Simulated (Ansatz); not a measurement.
MoW:
```xyz
2
Lattice="3.1605 0.0000 0.0000 0.0000 3.1605 0.0000 0.0000 0.0000 3.1605" Properties=species:S:1:pos:R:3 pbc="T T T"
Mo     0.0000     0.0000     0.0000
W      1.5803     1.5803     1.5803
```

Relaxed with r²SCAN. Special points in fractions of this cell's reciprocal vectors: Γ (0.000, 0.000, 0.000); X (0.000, 0.500, 0.000); M (0.500, 0.500, 0.000); R (0.500, 0.500, 0.500).

List the band energies nearest the Fermi level at these points for the program Ansatz at the r²SCAN level (PAW).

In eV from the Fermi level; about four levels below and three above (degenerate sets whole), none deeper than 8.9 eV; points with the same levels are listed once.

```csv
k,below,above
Γ,-5.76 -5.76 -1.32 -1.32 -1.32,2.25 2.25 4.75 4.75 4.75
X,-0.74 -0.74 -0.42 -0.42,0.91 1.48 3.65
M,-6.28 -5.72 -3.61 -3.61,1.08 1.08 2.11
R,-3.03 -3.03 -3.03 -2.84 -2.84 -2.84,2.76 2.76 3.64 3.64
```

Space group Pm-3m (CsCl type). The start of the workflow was typed in or built on a structure type; neither database checked (COD, Materials Project) lists it. Whether it is the stable phase at ambient conditions was not checked. The cell was relaxed with r²SCAN under the symmetry of its start; whether a distortion lowers the energy is not shown. No spin polarisation was allowed. Scalar-relativistic: spin–orbit coupling is off unless named, which matters more the heavier the elements.

Potentials: the earlier of the program's two PAW sets.
